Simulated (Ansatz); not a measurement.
CdSe:
```yaml
crystal:
  lattice:
    - [2.01016, 1.16057, 3.28263]
    - [-2.01016, 1.16057, 3.28263]
    - [0.00000, -2.32113, 3.28263]
  atoms:
    - { symbol: Cd, position: [0.24996, 0.24996, 0.24996] }
    - { symbol: Se, position: [0.75004, 0.75004, 0.75004] }
```

Relaxed with plane-wave PAW r²SCAN (Ansatz code). Indices refer to the conventional cell of Fm-3m, a = b = c = 5.686 Å, α = β = γ = 90.00°.

Q: Simulate the powder diffraction pattern (Mo Kα, λ = 0.71073 Å; lines above 1 %) up to 2θ = 45°.

A: Simulated powder pattern, Mo Kα, λ = 0.71073 Å (kinematic, ideal powder, no thermal factors, no anomalous dispersion; the 30 strongest lines at most, above 1 %, up to 2θ = 45°):

| 2θ (°) | d (Å) | I/Imax (%) | hkl |
|---|---|---|---|
| 12.43 | 3.283 | 6.2 | (111) |
| 14.36 | 2.843 | 100 | (200) |
| 20.36 | 2.010 | 78 | (220) |
| 23.93 | 1.714 | 3.1 | (311) |
| 25.01 | 1.641 | 29 | (222) |
| 28.96 | 1.421 | 14 | (400) |
| 31.62 | 1.304 | 1.2 | (331) |
| 32.46 | 1.271 | 38 | (420) |
| 35.66 | 1.161 | 28 | (422) |
| 41.41 | 1.005 | 8.3 | (440) |
| 44.05 | 0.948 | 17 | (442)+(600) |

This is a known high-pressure phase of the composition, computed here at zero pressure and temperature. Symmetry was held in the r²SCAN relaxation; of distortions, only those at the zone centre were tested. Point labels and valley counts follow the cell and symmetry of the run, lower than the named group.

Potentials: the later of the program's two PAW sets.
